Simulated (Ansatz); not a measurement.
LuSi₂, DFT, PBEsol, all-electron PAW with datasets made for the crystal, scalar-relativistic (Ansatz 0.2.0), run on 1 thread of Intel(R) Xeon(R) Platinum 8488C (Sapphire Rapids) on a shared host.

The cell comes from COD entry 4344350, which wasn't checked; take it as a given geometry. The listed cell was then made from it by scaling, straining or moving an atom.

Command: `ansatz run input.yaml --threads 1 --pin off --max-ram 4096MiB --backend cpu --events-out ev --progress --plain --runs-dir out`

```yaml
crystal:
  lattice:
    - [3.7875020712, 0.0, 0.0]
    - [-1.8937510356, 3.2800730105, 0.0]
    - [0.0, 0.0, 4.05]
  atoms:
    - { symbol: Lu, position: [0.0, 0.0, 0.0] }
    - { symbol: Si, position: [0.3333333333, 0.6666666667, 0.5] }
    - { symbol: Si, position: [0.6666666667, 0.3333333333, 0.5] }
kpoints:
  mp_grid: { grid: [13, 13, 10] }
scf:
  occupations: { method: fermi_dirac, width: 0.05 }
hamiltonian:
  xc: pbesol
  pseudopotentials: { kind: all_electron, datasets: crystal }
output:
  forces: true
  stress: true
  eigenvalues: true
  efg: { contact_densities: true }
```

Task: How large is the problem that the program sets up?

Result: 126 irreducible k-points, 721 plane waves at Γ, 21 bands.

Task: About how long does it take, and how much memory does it use?

Result: 22 s of wall time for 9 SCF iterations, with a peak of 0.83 GiB. Times on shared machines scatter by tens of per cent.

Task: And the same cell and mesh by PAW with the default files, asked for forces, stress, eigenvalues, efg, write_density, write_potential, elf, on the same hardware?

Result: 9.4 s, peak memory 0.52 GiB.
